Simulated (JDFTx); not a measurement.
System: TiAl(001) (P4/mmm bulk; lattice of mp-1953, not re-optimised at this level), 1x1 cell of 3 atoms in 3 planes (Al outermost, slab composition TiAl2), area 7.90 Å² a face, 4.0 Å between the outermost planes in a cell 20.1 Å high; k mesh 8×8×1, Fermi width 0.01 Ha, no spin polarisation. Whether this polymorph is the ambient one wasn't checked. Neither spin polarisation nor a larger cell was tried.

Level of theory: PBE, GBRV ultrasoft potentials, plane waves to 20/100 Ha; code: a modified build of JDFTx. Liquid on both sides: linear PCM (GLSSA13), water, 1 M KCl; nuclei fixed. 

Charging data:

```tsv
U − U_pzc (V)	σ (μC/cm²)
-0.89	-14.14
-0.14	-2.72
0.00	0.00
0.16	3.15
0.35	8.00
0.51	12.96
```

Worked example: a check of Lippmann's equation. The grand free energy per area against the neutral slab, Δγ = [F(N) − F(N₀) − μ(N − N₀)]/2A, is taken from the total energies of the same runs.

```json
[
 {"U − U_pzc (V)": "-0.89", "Δγ (mJ/m²)": "-67.3"},
 {"U − U_pzc (V)": "-0.14", "Δγ (mJ/m²)": "-2.0"},
 {"U − U_pzc (V)": "0.00", "Δγ (mJ/m²)": "0.0"},
 {"U − U_pzc (V)": "0.16", "Δγ (mJ/m²)": "-2.4"},
 {"U − U_pzc (V)": "0.35", "Δγ (mJ/m²)": "-13.2"},
 {"U − U_pzc (V)": "0.51", "Δγ (mJ/m²)": "-29.3"}
]
```

Δγ is largest at zero charge and falls away from it, as dγ/dU = −σ demands. At -0.89 V the computed -67.3 mJ/m² stands beside -63.2 mJ/m² from the constant-capacitance formula.
